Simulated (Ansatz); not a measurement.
## Field gradients of NbAs from run to run

Cell of run 1: a structure deposited in the COD.

```
Nb As
1.0
    -1.72585    1.72585    5.84000
     1.72585   -1.72585    5.84000
     1.72585    1.72585   -5.84000
Nb As
2 2
Direct
  0.75000 0.75000 0.00000
  0.50000 0.00000 0.50000
  0.16600 0.16600 0.00000
  0.91600 0.41600 0.50000
```

Atoms are numbered from 1 in the order listed; like atoms form one site, named after its first atom.

Relaxed positions (PBE, cell held):

```
CELL_PARAMETERS angstrom
-1.72585 1.72585 5.84000
1.72585 -1.72585 5.84000
1.72585 1.72585 -5.84000
ATOMIC_POSITIONS crystal
Nb 0.74887 0.74887 0.00000
Nb 0.49887 0.99887 0.50000
As 0.16713 0.16713 0.00000
As 0.91713 0.41713 0.50000
```

All runs are DFT with Ansatz 0.2.0 (plane waves and PAW, scalar-relativistic unless spin–orbit coupling is named, Γ-centred meshes, Fermi–Dirac smearing where given) in this cell. Start moments of run 1 as typed (μB): 2 on each Nb, none on the rest.

Run 1: PBE, parallel start moments, atoms as given; 420 eV, 13×13×13 k-points, smearing 0.05 eV.
Run 2: PBE, parallel start moments, atoms relaxed; 420 eV, 13×13×13 k-points, smearing 0.05 eV.
Run 3: r2SCAN, parallel start moments, at the relaxed atoms; 500 eV, 13×13×13 k-points, smearing 0.05 eV.
Run 4: PBEsol, parallel start moments, at the relaxed atoms; 420 eV, 13×13×13 k-points, smearing 0.05 eV.

```csv
run,Nb V_zz (η),As V_zz (η)
1,1.97 (0.49),2.40 (0.64)
2,1.84 (0.85),2.89 (0.33)
3,?,?
4,1.91 (0.83),2.93 (0.36)
```

V_zz in 10²¹ V/m².

Task: Estimate the row of run 3.

Result: Nb: 1.72 (0.82); As: 2.78 (0.32). It lies nearest to run 2, from whose tensors on these sites it differs by 0.14 at most (largest principal value of the difference, on Nb). Taken one at a time, the positions of the atoms (as given or relaxed) move the tensors on these sites by up to 0.54 (largest principal value of the change, on As), the functional (between the two that differ most) by 0.19 (Nb).

Without spin–orbit coupling (the program notes it for Nb) the gradients can shift somewhat, as the gap is small. Semilocal functionals make gaps too small and can close them, so the real compound need not be a metal. In run 3 the program didn't check the stability of the electronic state in full, so a lower one may lie near. In runs 1, 2, 3, 4 there is no gap above 0.1 eV, so the gradients can move by 10 % or more with the k-mesh. In runs 1, 2, 3, 4 the start moments die out. In run 1 the atoms aren't at the calculated equilibrium (largest force 0.30 eV/Å).
